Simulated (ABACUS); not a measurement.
**Parameter sweep on TePb (Fm-3m, 2 atoms in the cell; from Materials Project mp-19717)**

```yaml
crystal:
  lattice:
    - [0.00000, 3.27089, 3.27089]
    - [3.27089, 0.00000, 3.27089]
    - [3.27089, 3.27089, 0.00000]
  atoms:
    - { symbol: Te, position: [0.00000, 0.00000, 0.00000] }
    - { symbol: Pb, position: [0.50000, 0.50000, 0.50000] }
```

Base run A: ABACUS with PBE, PseudoDojo 0.5 standard norm-conserving PBE (tails mended) pseudopotentials, self-consistent single point.

Its settings: KPT = Gamma 8 8 8 0 0 0; basis_type = pw; dft_functional = PBE; ecutwfc = 82.3 Ry; smearing_method = gaussian; smearing_sigma = 0.000734986 Ry; potentials = PseudoDojo 0.5 standard norm-conserving PBE (tails mended); symmetry = 1; symmetry_prec = 1e-05; ks_solver = cg; scf_nmax = 100; scf_thr = 1.0e-09 Ry; mixing_type = broyden; mixing_beta = 0.7.

Spin-orbit coupling is left out, which matters for bands and gaps with elements this heavy. The structure comes from a collection of computed structures, made at another level of theory; the collection holds predicted forms beside known ones.

ΔF is the free energy per atom less that of run A. 

A variant of run A gave: the free energy rises by 8.8 meV/atom, the pressure goes from 0.40 to -1.67 GPa and the gap on the mesh goes from 0.809 to 0.907 eV.

Question: Which change was made?
A. volume scaled by 1.04
B. volume scaled by 0.96
C. volume scaled by 1.06
D. volume scaled by 0.94

Answer: C, volume scaled by 1.06. That run gave: ΔF (meV/atom) 8.8; pressure (GPa) -1.67; gap on the mesh (eV) 0.907.

The base and the other variants:

| change | ΔF (meV/atom) | pressure (GPa) | gap on the mesh (eV) |
|---|---|---|---|
| base | 0.00 | 0.40 | 0.809 |
| volume scaled by 0.94 | 23.4 | 3.29 | 0.680 |
| volume scaled by 0.96 | 11.3 | 2.22 | 0.727 |
| volume scaled by 0.98 | 3.7 | 1.27 | 0.770 |
| volume scaled by 0.99 | 1.38 | 0.83 | 0.790 |
| volume scaled by 1.01 | -0.49 | 0.01 | 0.827 |
| volume scaled by 1.02 | -0.14 | -0.36 | 0.845 |
| volume scaled by 1.04 | 2.9 | -1.05 | 0.877 |

“Tails mended”: in these copies of the files the far tail of each local potential was reset to the Coulomb form.
